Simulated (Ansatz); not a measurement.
Trial structure of Ti2Al3N5, not yet relaxed:

```
Ti Al N
1.0
     1.64895    0.95202   13.46358
    -1.64895    0.95202   13.46358
     0.00000   -1.90404   13.46358
Ti Al N
2 3 5
Direct
  0.10000 0.10000 0.10000
  0.90000 0.90000 0.90000
  0.70000 0.70000 0.70000
  0.30000 0.30000 0.30000
  0.50000 0.50000 0.50000
  0.40000 0.40000 0.40000
  0.00000 0.00000 0.00000
  0.60000 0.60000 0.60000
  0.20000 0.20000 0.20000
  0.80000 0.80000 0.80000
```

These are results of DFT PBE, scalar-relativistic, plane waves, PAW (Ansatz), not measurements. Settings: cutoff 420 eV, Γ-centred mesh 6×6×6 on the computed 10-atom cell, Gaussian smearing of 0.10 eV; collinear spin from starting moments 1.0 1.0 0.0 0.0 0.0 0.0 0.0 0.0 0.0 0.0 μB.

Formation energies are uncorrected and refer to the elements' standard structures at the same level (N₂ as a molecule).

**Question.** How far from equilibrium is it?

**Answer.** The pressure is -41.2 GPa (the mean over three directions, positive in compression), the largest force is 0.67 eV/Å, and the energy is −0.61 eV/atom against the elements. The shortest distance is 2.33 Å.

**Question.** How much does it gain on relaxing, and where does it end?

**Answer.** Relaxing gains about 0.69 eV/atom (the start's value is from the coarse mesh, so the gain is rough) in 14 ionic steps and ends at −1.31 eV/atom on the finer mesh. The symmetry stays R-3m (No. 166). The volume per atom shrinks by 29.5 %, from 12.7 to 8.9 Å³. The shortest distance goes from 2.33 Å (Al–N and Ti–N) to 2.03 Å (Al–N). Conventional cell: a = 2.912 Å, c = 36.512 Å. Ti is surrounded by 6 N at 2.13–2.14 Å, 6 Ti at 2.91 Å and 6 Al at 2.97–2.98 Å; Al on a site of symmetry 3m is surrounded by 6 N at 2.03–2.05 Å, 9 Al at 2.89–2.91 Å and 3 Ti at 2.97 Å; N on a site of symmetry 3m has 3 Al at 2.03 Å and 3 Ti at 2.14 Å; 3 more sites not described.

The last run used a 12×12×12 mesh for its 10-atom cell and Gaussian smearing of 0.10 eV. The relaxation can't lower the symmetry of the start. A structure relaxed within its symmetry needn't be a true minimum. Another cell of Ti2Al3N5 relaxed alike, in I4/mmm, lies 53 meV/atom lower, so this cell isn't the stable form at this level.
